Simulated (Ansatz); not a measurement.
**Property card for Cr2C**

Cr$_{2}$C:
```
CELL_PARAMETERS angstrom
      3.12299     0.00000     0.00000
      0.00000     3.12299     0.00000
      0.00000     0.00000     5.65843
ATOMIC_POSITIONS crystal
  Cr 0.00000 0.00000 0.00000
  Cr 0.50000 0.50000 0.00000
  Cr 0.50000 0.00000 0.35665
  Cr 0.00000 0.50000 0.64335
  C  0.50000 0.00000 0.71840
  C  0.00000 0.50000 0.28160
```
The run is spin-polarised; directions of the spins, atom by atom: 0 0 ↑ ↑ 0 0.

Space group P4/nmm (No. 129); conventional cell a = b = 3.1230 Å, c = 5.6584 Å, α = β = γ = 90.00°.

Method: DFT-PBE in the program Ansatz with PAW potentials. Structure relaxed to zero pressure with the same functional. Other levels are named where they apply.

**Cell and energy**

| Quantity | Value |
|---|---|
| Volume per atom | 9.20 Å³ |
| Density | 6.98 g/cm³ |
| Formation energy from the elements (no fitted shifts) | 0.23 eV/atom |

**Electronic structure**

| Item | Result |
|---|---|
| Electronic character | metallic (no gap) |
| Density of states at the Fermi level | 0.86 states/eV per atom (mean over ±0.08 eV) |

**Magnetism**

| Item | Value |
|---|---|
| Magnetic order | ferromagnetic |
| Net moment | 0.18 μB per atom |

A made-up cell: these elements were put on the sites of a structure type; neither database checked (COD, Materials Project) lists it. Its standing as an ambient phase is unchecked. The PBE relaxation kept the symmetry of its start; whether a distortion lowers the energy is not shown. Magnetic state: ferromagnetic, chosen from 2 collinear starts compared on coarse meshes (ties went to the first, and starts can fall back to one state), not a proven ground state. The references are the lowest solids computed at this level, not always the standard phases.

Potentials: the later of the program's two PAW sets.
